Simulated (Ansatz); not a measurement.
## BiClO: relaxed-ion elastic tensor

These are results of DFT LDA, scalar-relativistic, plane waves, PAW in Ansatz 0.2.0, not measurements. Plane waves to 420 eV; Γ-centred k mesh 6×6×4; fixed occupations. No spin polarisation.

Equilibrium structure at this level:
```
Bi Cl O
1.0
     3.85077    0.00000    0.00000
     0.00000    3.85077    0.00000
     0.00000    0.00000    7.16813
Bi Cl O
2 2 2
Direct
  0.50000 0.00000 0.32530
  0.00000 0.50000 0.67470
  0.00000 0.50000 0.14487
  0.50000 0.00000 0.85513
  0.00000 0.00000 0.50000
  0.50000 0.50000 0.50000
```

Spin–orbit coupling is left out, which can shift energies with elements as heavy as these.

Q: Give the relaxed-ion elastic constants (GPa, Voigt order xx yy zz yz xz xy, on the axes of the cell above).

A:
C11 = 149.4, C12 = 79.9, C13 = 45.0, C22 = 149.4, C23 = 45.0, C33 = 68.0, C44 = 29.9, C55 = 29.9, C66 = 68.2 GPa; the others vanish.

Q: Is the crystal stable against homogeneous strain?

A: Yes: the least eigenvalue of the tensor is 29.9 GPa.

Q: And the moduli of a polycrystal (Hill averages)?

A: B = 70 GPa, G = 36 GPa, E = 92 GPa, ν = 0.28.

Cost: 1 run of about 11 core-minutes, on Intel Xeon Processor @ 2.50GHz (Skylake/Cascade Lake) (shared hosts).